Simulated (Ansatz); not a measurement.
SiGe:
Space group R-3m, hexagonal axes (No. 166); a = 3.921 Å, b = 3.921 Å, c = 19.176 Å, α = 90.00°, β = 90.00°, γ = 120.00°

```
atom  site  symmetry       x       y       z
----  ----  --------  ------  ------  ------
Si      6c        3m  0.0000  0.0000  0.0611
Ge      6c        3m  0.0000  0.0000  0.4359
```
(The calculation used a cell of 4 atoms; values per cell refer to that cell.)

Relaxed with PBEsol. PBEsol in the plane-wave PAW code Ansatz gives a gap of 0.32 eV.

Q: What gap does HSE06 give on the same cell (Ansatz, PAW)?

A: 1.00 eV, 0.68 eV more. The hybrid was solved on a coarser mesh and at special points; the gap given is the minimum over both.

Cost on shared cores: the PBEsol run (SCF on a 8×8×8 mesh, then bands and DOS) roughly 70 core-seconds, the HSE06 run (SCF on 6×6×6, then a few points) around 2.8 core-minutes (rough); the tasks are unlike.

The start of the workflow was typed in or built on a structure type; neither database checked (COD, Materials Project) lists it. Its standing as an ambient phase is unchecked. Symmetry was held in the PBEsol relaxation; whether a distortion lowers the energy is not shown. Spin–orbit coupling is left out wherever it is not named.

Potentials: the later of the program's two PAW sets.
